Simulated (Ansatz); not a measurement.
Geometry optimisation in Ansatz: input, command and trajectory.

```yaml
crystal:
  lattice:
    - [6.9381166473, 0.0, 0.0]
    - [-3.4690583236, 6.008585271, 0.0]
    - [0.0, 0.0, 5.5689091075]
  atoms:
    - { symbol: Sr, position: [0.833, 0.666, 0.25] }
    - { symbol: Sr, position: [0.167, 0.833, 0.75] }
    - { symbol: Sr, position: [0.334, 0.167, 0.25] }
    - { symbol: Sr, position: [0.167, 0.334, 0.75] }
    - { symbol: Sr, position: [0.833, 0.167, 0.25] }
    - { symbol: Sr, position: [0.666, 0.833, 0.75] }
    - { symbol: Ta, position: [0.3333333333, 0.6666666667, 0.25] }
    - { symbol: Ta, position: [0.6666666667, 0.3333333333, 0.75] }
basis:
  ecutwfc: 420
kpoints:
  mp_grid: { grid: [3, 3, 4] }
hamiltonian:
  xc: pbe
scf:
  occupations: { method: gaussian, width: 0.1 }
  lower_state_search: "off"
output:
  forces: true
  stress: true
  eigenvalues: true
relax:
  adjacent_minimum: "off"
  f_tol: 0.04
  max_steps: 70
  cell: { stress_tol: 0.4 }
```

```bash
ansatz run input.yaml --threads 1 --pin off --max-ram 2560MiB --backend cpu --events-out ev --progress --plain --runs-dir out
```

Theory: Ansatz, DFT PBE, scalar-relativistic, plane waves, PAW.

Of 6 frames 6 are shown, positions in Å and forces in eV/Å; the SCF threshold varies from step to step. Steps run on the plane waves of an earlier cell, with a Pulay correction in the pressure. The basis is chosen afresh for the last frame, the zero of the energies, and at times for earlier ones too; energy and pressure step there, also at an unchanged geometry.

```xyz
8
Lattice="6.9381 0.0000 0.0000 -3.4691 6.0086 0.0000 0.0000 0.0000 5.5689" Properties=species:S:1:pos:R:3:forces:R:3 pbc="T T T" step=1 free_energy_over_end_meV_per_atom=222.49 pressure_GPa=8.24
Sr    3.4691    4.0017    1.3922    0.0000   -0.8020    0.0000
Sr   -1.7311    5.0052    4.1767    0.6946   -0.4010    0.0000
Sr    1.7380    1.0034    1.3922    0.6946    0.4010    0.0000
Sr    0.0000    2.0069    4.1767    0.0000    0.8020    0.0000
Sr    5.2001    1.0034    1.3922   -0.6946    0.4010    0.0000
Sr    1.7311    5.0052    4.1767   -0.6946   -0.4010    0.0000
Ta    0.0000    4.0057    1.3922    0.0000    0.0000    0.0000
Ta    3.4691    2.0029    4.1767    0.0000    0.0000    0.0000
8
Lattice="7.2764 0.0000 0.0000 -3.6382 6.3015 0.0000 0.0000 0.0000 5.8328" Properties=species:S:1:pos:R:3:forces:R:3 pbc="T T T" step=2 free_energy_over_end_meV_per_atom=41.26 pressure_GPa=2.86
Sr    3.6382    4.0817    1.4582    0.0000   -0.0237    0.0000
Sr   -1.7158    5.1916    4.3746    0.0205   -0.0118    0.0000
Sr    1.9224    1.1099    1.4582    0.0205    0.0118    0.0000
Sr    0.0000    2.2198    4.3746    0.0000    0.0237    0.0000
Sr    5.3540    1.1099    1.4582   -0.0205    0.0118    0.0000
Sr    1.7158    5.1916    4.3746   -0.0205   -0.0118    0.0000
Ta    0.0000    4.2010    1.4582    0.0000    0.0000    0.0000
Ta    3.6382    2.1005    4.3746    0.0000    0.0000    0.0000
8
Lattice="7.5596 0.0000 0.0000 -3.7798 6.5468 0.0000 0.0000 0.0000 5.8879" Properties=species:S:1:pos:R:3:forces:R:3 pbc="T T T" step=3 free_energy_over_end_meV_per_atom=6.05 pressure_GPa=0.52
Sr    3.7798    4.2293    1.4720    0.0000   -0.0827    0.0000
Sr   -1.7728    5.3880    4.4159    0.0716   -0.0414    0.0000
Sr    2.0070    1.1587    1.4720    0.0716    0.0414    0.0000
Sr    0.0000    2.3175    4.4159    0.0000    0.0827    0.0000
Sr    5.5526    1.1587    1.4720   -0.0716    0.0414    0.0000
Sr    1.7728    5.3880    4.4159   -0.0716   -0.0414    0.0000
Ta    0.0000    4.3645    1.4720    0.0000    0.0000    0.0000
Ta    3.7798    2.1823    4.4159    0.0000    0.0000    0.0000
8
Lattice="7.6812 0.0000 0.0000 -3.8406 6.6521 0.0000 0.0000 0.0000 5.8464" Properties=species:S:1:pos:R:3:forces:R:3 pbc="T T T" step=4 free_energy_over_end_meV_per_atom=1.61 pressure_GPa=0.03
Sr    3.8406    4.2705    1.4616    0.0000    0.0187    0.0000
Sr   -1.7781    5.4613    4.3848   -0.0162    0.0093    0.0000
Sr    2.0625    1.1908    1.4616   -0.0162   -0.0093    0.0000
Sr    0.0000    2.3816    4.3848    0.0000   -0.0187    0.0000
Sr    5.6187    1.1908    1.4616    0.0162   -0.0093    0.0000
Sr    1.7781    5.4613    4.3848    0.0162    0.0093    0.0000
Ta    0.0000    4.4347    1.4616    0.0000    0.0000    0.0000
Ta    3.8406    2.2174    4.3848    0.0000    0.0000    0.0000
8
Lattice="7.7361 0.0000 0.0000 -3.8681 6.6997 0.0000 0.0000 0.0000 5.7947" Properties=species:S:1:pos:R:3:forces:R:3 pbc="T T T" step=5 free_energy_over_end_meV_per_atom=0.95 pressure_GPa=-0.05
Sr    3.8681    4.2977    1.4487    0.0000   -0.0053    0.0000
Sr   -1.7879    5.4987    4.3460    0.0046   -0.0026    0.0000
Sr    2.0802    1.2010    1.4487    0.0046    0.0026    0.0000
Sr    0.0000    2.4020    4.3460    0.0000    0.0053    0.0000
Sr    5.6560    1.2010    1.4487   -0.0046    0.0026    0.0000
Sr    1.7879    5.4987    4.3460   -0.0046   -0.0026    0.0000
Ta    0.0000    4.4665    1.4487    0.0000    0.0000    0.0000
Ta    3.8681    2.2332    4.3460    0.0000    0.0000    0.0000
8
Lattice="7.7361 0.0000 0.0000 -3.8681 6.6997 0.0000 0.0000 0.0000 5.7947" Properties=species:S:1:pos:R:3:forces:R:3 pbc="T T T" step=6 free_energy_over_end_meV_per_atom=0.00 pressure_GPa=-0.03
Sr    3.8681    4.2977    1.4487    0.0000   -0.0054    0.0000
Sr   -1.7879    5.4987    4.3460    0.0046   -0.0027    0.0000
Sr    2.0802    1.2010    1.4487    0.0046    0.0027    0.0000
Sr    0.0000    2.4020    4.3460    0.0000    0.0054    0.0000
Sr    5.6560    1.2010    1.4487   -0.0046    0.0027    0.0000
Sr    1.7879    5.4987    4.3460   -0.0046   -0.0027    0.0000
Ta    0.0000    4.4665    1.4487    0.0000    0.0000    0.0000
Ta    3.8681    2.2332    4.3460    0.0000    0.0000    0.0000
```

The start puts this composition into another compound's structure type, which needn't suit it. At the end the space group is P6_3/mmc (tolerance 0.05 Å).

The run took 23 s on 1 thread of Intel(R) Xeon(R) 6975P-C (Granite Rapids), with other jobs on the host, peak memory 0.58 GiB.

The k mesh is coarse. Spin–orbit coupling is left out, which can shift energies with elements as heavy as these.